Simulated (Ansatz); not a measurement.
# What a trial cell of CsC16 relaxes into

These are results of DFT PBE+D3(BJ), scalar-relativistic, plane waves, PAW in Ansatz 0.2.0, not measurements. Cutoff 420 eV, Gaussian smearing, Γ-centred meshes. Cell and atoms relax first on a coarse mesh and then on a finer one. In between, the cell is made exact in the group found at 0.06 Å. In metals the finer mesh still leaves noise of several meV/atom or more. The steps can't lower the symmetry of their start. No spin polarisation in the relaxation; trial moments died out in a coarse test.

The guess for CsC16 was made by a generator: Cs between graphite sheets, stage 2 (P6/mmm, No. 191) (sites filled 1 of 4). Its size is a rough estimate.

```
Cs C
1.0
     4.91204    0.00000    0.00000
    -2.45602    4.25395    0.00000
     0.00000    0.00000    8.42661
Cs C
1 16
Cartesian
  0.0000 0.0000 0.0000
  1.2280 0.7090 5.9983
  0.0000 2.8360 5.9983
  3.6840 0.7090 5.9983
  2.4560 2.8360 5.9983
  0.0000 1.4180 5.9983
  -1.2280 3.5450 5.9983
  2.4560 1.4180 5.9983
  1.2280 3.5450 5.9983
  1.2280 0.7090 2.4283
  0.0000 2.8360 2.4283
  3.6840 0.7090 2.4283
  2.4560 2.8360 2.4283
  0.0000 1.4180 2.4283
  -1.2280 3.5450 2.4283
  2.4560 1.4180 2.4283
  1.2280 3.5450 2.4283
```

Formation energies are uncorrected and refer to the elements' standard structures at the same level.

Problem. What does it relax into?

Solution. The symmetry stays P6/mmm (No. 191). The volume per atom grows by 13.9 %, from 10.4 to 11.8 Å³. The shortest distance goes from 1.42 Å (C–C) to 1.43 Å (C–C). The ratio c/a of the conventional cell changes by a factor of 1.12. The energy falls by about 0.11 eV/atom (the start's value is from the coarse mesh). Conventional cell: a = 4.944 Å, c = 9.474 Å. Cs has 12 C at 3.33 Å and 12 C at 4.14 Å; around C on a site of symmetry m lie 3 C at 1.43 Å, 6 C at 2.47 Å, 3 C at 2.85 Å and 1 Cs at 3.33 Å; C on a site of symmetry 3m is surrounded by 3 C at 1.43 Å.

```
CELL_PARAMETERS angstrom
4.94413 0.00000 0.00000
-2.47206 4.28174 0.00000
0.00000 0.00000 9.47373
ATOMIC_POSITIONS crystal
Cs 0.00000 0.00000 0.00000
C 0.33326 0.16663 0.68190
C 0.33333 0.66667 0.68363
C 0.83337 0.16663 0.68190
C 0.83337 0.66674 0.68190
C 0.16663 0.33326 0.68190
C 0.16663 0.83337 0.68190
C 0.66667 0.33333 0.68363
C 0.66674 0.83337 0.68190
C 0.33326 0.16663 0.31810
C 0.33333 0.66667 0.31637
C 0.83337 0.16663 0.31810
C 0.83337 0.66674 0.31810
C 0.16663 0.33326 0.31810
C 0.16663 0.83337 0.31810
C 0.66667 0.33333 0.31637
C 0.66674 0.83337 0.31810
```

Problem. How does it come out in energy, and is it a metal?

Solution.

* Energy over the elements: −0.01 eV/atom
* Gap on the 12×12×4 mesh of the 17-atom cell: 0 eV (a metal)

The formation energy is too near zero to say whether this cell lies below the elements.

The last run used Gaussian smearing of 0.10 eV. The k mesh leaves some 4 meV/atom of noise in the energy of each metallic cell. An odd number of electrons in the primitive cell allows no gap without spin; a larger cell or a magnetic state could open one. Symmetry constrained the relaxation, so the result can be a saddle point. In all, the 3 runs took 5.8 min on 1 thread of Arm Neoverse V2 (shared host).
